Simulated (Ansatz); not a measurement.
TaC in space group P-6m2 (No. 187; Ta on 1e, C on 1b) under volume change, plane-wave PAW LDA (Ansatz code), shape and atoms relaxed at each volume.

```tsv
V (Å³/atom)	E − E(relaxed) (meV/atom)	P (GPa)
10.098	105.2	36.54
10.431	44.3	22.47
10.764	10.5	10.37
11.097	0.0	-0.01
11.430	9.5	-8.92
11.763	36.2	-16.56
12.096	77.6	-23.14
```

What does a third-order Birch–Murnaghan fit give for V₀, B₀ and B′?

V₀ = 11.10 Å³/atom, B₀ = 320 GPa, B′ = 4.1.

The first step of the workflow began from a Materials Project structure, measured or hypothetical; the Crystallography Open Database copy checked does not list it. It is not the phase usual at ambient conditions (space group No. 225). The LDA relaxation kept the symmetry of its start; of distortions, only those at the zone centre were tested. The run is not spin-polarised. Spin–orbit coupling is left out wherever it is not named.

Potentials: the later of the program's two PAW sets.
